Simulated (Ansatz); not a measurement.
## P in the diamond structure under several functionals

All-electron LAPW in Ansatz 0.2.0, scalar-relativistic; spin polarisation is left out. Under each functional the cell was relaxed on PAW files and compressed in steps down to 0.45 of its volume or less; a Vinet curve is fitted to the LAPW pressures over the whole range, which weights high pressures more than a fit near rest would. The structure needn't be the stable one.

| functional | V0 (Å³/atom) | B0 (GPa) | B0′ | P at 8.97 Å³/atom, interpolated (GPa) |
| --- | --- | --- | --- | --- |
| LDA | 19.26 | 39.2 | 6.16 | 250 |
| PBEsol | 19.65 | 37.5 | 6.15 | ? |

Task: What belongs in the row "PBEsol", column "P at 8.97 Å³/atom, interpolated (GPa)"?

Result: 258.

Task: Do the functionals differ more at rest or under strong compression?

Result: At rest the volumes span 2.0 %. At 8.97 Å³/atom the pressures span 3.3 % (8.2 GPa), which a change of volume of about 0.8 % would make up.
